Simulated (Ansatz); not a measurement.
# SrLiSbS₃: field gradients at two levels of theory

Cell: a measured structure from the Crystallography Open Database (COD) whose atoms were relaxed with PBE, the cell held.

Space group P2_1/c (No. 14); a = 5.9300, b = 12.3260, c = 7.9410 Å, β = 90.31°.

| site | Wyckoff | site symmetry | x | y | z |
| --- | --- | --- | --- | --- | --- |
| Li | 4e | 1 | 0.2380 | 0.7305 | 0.3547 |
| Sr | 4e | 1 | 0.7540 | 0.5756 | 0.1493 |
| Sb | 4e | 1 | 0.7321 | 0.9070 | 0.1465 |
| S13 | 4e | 1 | 0.3212 | 0.8795 | 0.1332 |
| S17 | 4e | 1 | 0.8137 | 0.7682 | 0.3676 |
| S21 | 4e | 1 | 0.7423 | 0.0676 | 0.3442 |

One atom of each set is listed.

First run. All values are calculated (Ansatz; DFT, PBE, plane waves and PAW, scalar-relativistic, 420 eV cutoff, Γ-centred 5×3×4 k-points, Fermi–Dirac smearing 0.02 eV), not measured.

| site | V_zz (10²¹ V/m²) | η |
| --- | --- | --- |
| Li | -0.084 | 0.85 |
| Sr | -2.84 | 0.57 |
| Sb | -19.45 | 0.36 |
| S13 | 13.85 | 0.10 |
| S17 | 13.64 | 0.05 |
| S21 | 11.98 | 0.05 |

Second run. The same atoms and settings, except that the functional is r2SCAN and the cutoff is 500 eV.

(1) Given the first result, estimate the second.

Results:

(1) 

```csv
site,V_zz,η,change of V_zz
Li,-0.078,0.84,+0.01
Sr,-2.97,0.54,-0.13
Sb,-21.7,0.35,-2.22
S13,14.21,0.08,+0.36
S17,13.91,0.06,+0.27
S21,12.27,0.05,+0.29
```

The largest change of V_zz is on Sb, from -19.45 to -21.7. In per cent, |V_zz| changes by +5 on Sr, +11 on Sb, +2 to +3 on S (all sites that start above 0.5).

Without spin–orbit coupling (the program notes it for Sb and Sr) the gradients are little affected as a rule: paired runs on crystals with a gap mostly move them by under 2 % at such atoms. With these PAW files V_zz is typically within 2 to 3 % of all-electron values, but misses above 10 % occur on Li, Sb.
For the second run: The largest force is 0.3 eV/Å, so the atoms aren't at the calculated equilibrium and relaxing them would move these values.
